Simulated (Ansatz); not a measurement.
NiP (space group Pbca)

```yaml
crystal:
  lattice:
    - [4.80269, 0.00000, 0.00000]
    - [0.00000, 6.87205, 0.00000]
    - [0.00000, 0.00000, 5.93968]
  atoms:
    - { symbol: Ni, position: [0.98539, 0.09933, 0.30594] }
    - { symbol: Ni, position: [0.01461, 0.90067, 0.69406] }
    - { symbol: Ni, position: [0.51461, 0.90067, 0.80594] }
    - { symbol: Ni, position: [0.48539, 0.09933, 0.19406] }
    - { symbol: Ni, position: [0.48539, 0.40067, 0.69406] }
    - { symbol: Ni, position: [0.51461, 0.59933, 0.30594] }
    - { symbol: Ni, position: [0.01461, 0.59933, 0.19406] }
    - { symbol: Ni, position: [0.98539, 0.40067, 0.80594] }
    - { symbol: P, position: [0.82454, 0.38258, 0.44090] }
    - { symbol: P, position: [0.17546, 0.61742, 0.55910] }
    - { symbol: P, position: [0.67546, 0.61742, 0.94090] }
    - { symbol: P, position: [0.32454, 0.38258, 0.05910] }
    - { symbol: P, position: [0.32454, 0.11742, 0.55910] }
    - { symbol: P, position: [0.67546, 0.88258, 0.44090] }
    - { symbol: P, position: [0.17546, 0.88258, 0.05910] }
    - { symbol: P, position: [0.82454, 0.11742, 0.94090] }
```

The slice is a (0 -1 1) plane (indices of the conventional cell) through the point (0.175, 0.883, 0.059) (fractional), spanned by u = [100] and v = [011] in vectors of this cell: u (4.80 Å) and v (9.08 Å, at 90° to u). It covers one period; positions are fractions (u, v).

Method: PBEsol (plane waves to 420 eV, PAW, scalar-relativistic; Ansatz, a first-principles code). k mesh 8×6×7. Near the nuclei the fields are pseudised (PAW); where an atom keeps semicore shells as valence, they peak there. NiP is run without spin polarisation. NiP was relaxed with its symmetry unable to fall.

**Question.** Predict the map of the electrostatic potential energy of an electron, from the cell's mean on the slice.

**Answer.** 
```
v \ u  0.00  0.12  0.24  0.35  0.47  0.59  0.71  0.82  0.94
-----  ----  ----  ----  ----  ----  ----  ----  ----  ----
0.94      x     x   8.7  10.4  11.0  11.9  11.8  <5.0     x
0.84   11.8  12.1  11.0  <5.0     x     x   9.6  12.3  11.9
0.75   12.2  12.5  11.9   5.7     x     x   9.6  12.3  12.2
0.66    5.3   7.8   5.9  <5.0   9.3  11.2   9.6   6.6   5.2
0.56    8.5   6.1     x     x  <5.0   7.6   6.3   7.0   8.1
0.47   12.4  11.5   8.5   7.0  <5.0     x     x  <5.0  11.7
0.38   11.1   9.4  10.3  11.8   8.8  <5.0  <5.0   7.8  11.2
0.28    6.0   9.3   5.7   5.1  10.2   9.2     x     x     x
0.19   <5.0  <5.0     x     x     x   7.7     x     x     x
0.09      x  <5.0  <5.0  <5.0   9.5  11.8  10.4   6.6     x
0.00      x     x   7.2  12.2  13.0  12.9  11.1     x     x
```

Values: electrostatic potential energy of an electron, from the cell's mean, in eV. Points within 0.9 Å of a nucleus are blanked (x), as the pseudised field means little there. Values under 5 eV are set to 5. The zero, the cell's mean, hangs on the PAW cores.
